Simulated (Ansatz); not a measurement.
Given:

BP (zinc blende)

```yaml
crystal:
  lattice:
    - [0.00000, 2.26820, 2.26820]
    - [2.26820, 0.00000, 2.26820]
    - [2.26820, 2.26820, 0.00000]
  atoms:
    - { symbol: P, position: [0.75000, 0.75000, 0.75000] }
    - { symbol: B, position: [0.00000, 0.00000, 0.00000] }
```

A phonon eigenvector at Γ is frozen into this cell: atom i moves by Q times the vector below, so Q is the largest atomic displacement, in Å. The cell is held. It is one choice among 3 degenerate patterns.

```
atom      x      y       z
----  -----  -----  ------
P1    0.000  0.000   0.349
B2    0.000  0.000  -1.000
```

The numbers are results of r2SCAN (plane waves to 500 eV, PAW, scalar-relativistic; Ansatz, a first-principles code), not measurements. k mesh 12×12×12 (Γ-centred), Fermi-Dirac smearing 0.05 eV. Energies are smeared free energies. As the smearing reaches across the gap at some points, energies and forces of such displacements shift with the k mesh and the smearing. BP was relaxed with its symmetry unable to fall. The PAW data are Ansatz's earlier set. ΔE is measured from the undisplaced structure.

The scan covers Q from -0.280 to 0.280 Å in 13 points.

**Question.** Which space group does the distorted structure have?

**Answer.** Imm2 (No. 44), lowered from F-43m.

**Question.** Is the energy the same for equal positive and negative displacements?

**Answer.** Even: the same for both signs.

**Question.** What is the energy change at Q = 0.280 Å?

**Answer.** 1268 meV/cell.

**Question.** What harmonic wavenumber does the curvature at Q = 0 give?

**Answer.** 819 cm⁻¹.

(A displaced cell: forces are minus the slopes of the energy, force constants its curvatures, and phonons follow from these.)
